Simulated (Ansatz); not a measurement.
Consider the following.

Starting cell, Ca3PbO (anti-perovskite):

```
CELL_PARAMETERS angstrom
      9.45629     0.00000     0.00000
      4.72814     4.72814     0.00000
      0.00000     0.00000     4.72814
ATOMIC_POSITIONS crystal
  Ca 0.25000 0.00000 0.50000
  Ca 0.75000 0.00000 0.50000
  Ca 0.75000 0.50000 0.50000
  Ca 0.25000 0.50000 0.50000
  Ca 0.00000 0.50000 0.00000
  Ca 0.50000 0.50000 0.00000
  Pb 0.00000 0.00000 0.00000
  Pb 0.50000 0.00000 0.00000
  O  0.00000 0.50000 0.50000
  O  0.50000 0.50000 0.50000
```

A phonon eigenvector at M = (0.5, 0.5, 0.0) is frozen into this cell: atom i moves by Q times the vector below, so Q is the largest atomic displacement, in Å. The cell is held. (q is in reciprocal vectors of the primitive cell; the cell shown is doubled to hold the pattern.)

```
atom       x       y      z
----  ------  ------  -----
Ca1   -1.000   0.000  0.000
Ca2    1.000   0.000  0.000
Ca3    0.000  -1.000  0.000
Ca4    0.000   1.000  0.000
```

Atoms not listed stay in place.

Method: LDA (plane waves to 420 eV, PAW, scalar-relativistic; Ansatz, a program for electronic structure). k mesh 10×10×10 (Γ-centred), Fermi-Dirac smearing 0.05 eV. The energy includes the smearing's −TS. With partly filled bands, energies and forces of such displacements shift with the k mesh and the smearing. At this level the bands of Ca3PbO touch or barely overlap. Ca3PbO was relaxed with its symmetry unable to fall. Spin-orbit coupling is left out, though Pb is heavy. The zero of ΔE is the undisplaced structure.

The scan covers Q from -0.280 to 0.280 Å in 13 points.

**Question.** Which space group does the distorted structure have?

**Answer.** P4/mmm (No. 123), lowered from Pm-3m.

**Question.** What is the energy change at Q = 0.280 Å?

**Answer.** 1404 meV/cell.

**Question.** What harmonic wavenumber does the curvature at Q = 0 give?

**Answer.** 246 cm⁻¹.

(For displaced atoms, the force is minus the slope of the energy, and its curvature is a force constant, which sets phonon frequencies.)
